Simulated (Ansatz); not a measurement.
An Ansatz input:

```yaml
crystal:
  lattice:
    - [1.696238803, 0.0, 0.0]
    - [-0.8481194015, 1.4689858943, 0.0]
    - [0.0, 0.0, 6.934149813]
  atoms:
    - { symbol: B, position: [0.3333333333, 0.6666666667, 0.25] }
    - { symbol: B, position: [0.6666666667, 0.3333333333, 0.75] }
hamiltonian:
  xc: lda
  pseudopotentials:
    kind: paw
    azcp:
      B: "pseudopotentials/B.paw.azcp"
basis:
  ecutwfc: 420
  fft_grid_basis: typed
kpoints:
  mp_grid: { grid: [35, 35, 8], shift: [0, 0, 0] }
magnetization:
  spin_polarized: false
scf:
  occupations: { method: fermi_dirac, width: 0.1 }
```

Output

```
Warning: the record states the generating functional pbe (its physics header spells it `PBE`), which answers neither for hamiltonian.xc's functional nor for the lda family's — results may be inconsistent (PPs are generated against a specific XC)
Engine: ansatz 0.2.0, aarch64-unknown-linux-gnu
Pseudopotentials: kind: paw
Pseudopotential: B, paw, valence charge 3, recommended cutoff 420 eV (normal) 
Functional definition: SPW92
  exchange = slater_x
  correlation = pw_c
Crystal: 2 atoms, lattice volume = 17.278 Å³
Basis set: ecut = 420 eV, 329 PW (Γ)
Bands: 7, of which v1, the nominal top of the filled ones, is band 3 counted from 1 (2 counted from 0)
Symmetry: 24 space group operations
Space group: P63/mmc (ITA 194), of the structure as read, at distance tolerance 2.6e-5 Å
k-points: 600 of 9800
Non-local potential: B, projectors of the file, l = 0: 2, l = 1: 2, l = 2: 1
PAW form: soft (Blöchl's): semilocal exchange-correlation on the pseudo side does not see the compensation charge
PAW frozen core: B, regenerated for the run's functional, and the local potential with it (the file was generated under x = pbe(κ = 0.804, μ = 0.2195149727645171), c = pbe(β = 0.06672455060314922))
PAW one-centre angular grid: B, 110 points (default); XC on 64 Gauss nodes
Initial density: superposition of atomic densities (neutral atoms: chi_scale 0, normalization atom), corrected by the library's trained network
Initial wavefunctions: pseudopotential atomic-orbital guess
Functional: x = slater, c = lda
SCF iter   1: F=—  HF=-298.157901 eV  |F-HF|=—  |Δ(HF+E_count)|=         —  Δρ=1.83e-2  dr2=9.39e-2  ethr=1.77e-3  ⟨swp⟩=4.7  Hψ=30413  notcnv=0
SCF iter   2: F=—  HF=-298.137629 eV  |F-HF|=—  |Δ(HF+E_count)|=   2.03e-2  Δρ=1.19e-2  dr2=4.75e-2  ethr=1.56e-3  ⟨swp⟩=1.0  Hψ=9001  notcnv=0
SCF iter   3: F=—  HF=-298.117658 eV  |F-HF|=—  |Δ(HF+E_count)|=   2.00e-2  Δρ=1.47e-3  dr2=5.37e-4  ethr=7.91e-4  ⟨swp⟩=2.9  Hψ=7768  notcnv=0
SCF iter   4: F=—  HF=-298.117558 eV  |F-HF|=—  |Δ(HF+E_count)|=   1.00e-4  Δρ=4.82e-5  dr2=7.55e-7  ethr=8.95e-6  ⟨swp⟩=1.6  Hψ=4995  notcnv=0
SCF iter   5: F=—  HF=-298.117558 eV  |F-HF|=—  |Δ(HF+E_count)|=   3.12e-8  Δρ=8.15e-6  dr2=5.20e-9  ethr=1.26e-8  ⟨swp⟩=2.2  Hψ=5967  notcnv=0
SCF iter   6: F=-298.117558 eV  HF=-298.117558 eV  |F-HF|=6.54e-11  |Δ(HF+E_count)|=  3.25e-10  Δρ=1.33e-6  dr2=1.71e-10  ethr=8.66e-11  ⟨swp⟩=1.0  Hψ=11312  notcnv=0
SCF 1 converged in 6 iterations: F = -298.117558 eV  dr2 = 1.71e-10
SCF converged after 6 iterations
Free energy (F): -298.117558 eV
Harris-Foulkes:  -298.117558 eV  (|F-HF|=6.54e-11)
Internal energy: -298.103433 eV  (E = F + TS)
E sigma→0 (E₀):  -298.110496 eV
Entropy (-TS):   -0.014124 eV (-7.062 meV/atom)
Fermi energy:    8.306954 eV
--- Per-component energies (eV) ---
  E_band       = -2.972754
  E_kinetic    = 103.613624
  E_local      = -116.876697  (includes V_loc(G=0)·N_el)
  E_nonlocal   = 22.465456
  E_hartree    = 35.462797
  E_xc         = -64.358667
  E_vxc        = -76.604500  (∫ρ·V_xc dr)
  E_paw        = -145.420190  (= ΣΔE_a)
  E_vpaw       = -6.496291  (= ΣTr[D̂ρ^β])
  E_aug_tail   = -0.000007  (compensation charges beyond the density's cutoff)
  E_ewald      = -133.081418
  E_core_change = 0.091669  (= ΣΔE_core)
  E_smearing   = -0.014124  (= −TS)
  E_closure    = 0.000000  (closes the sum)
  Σ components = -298.117558   (vs F -298.117558, Δ=0.00e0)
```
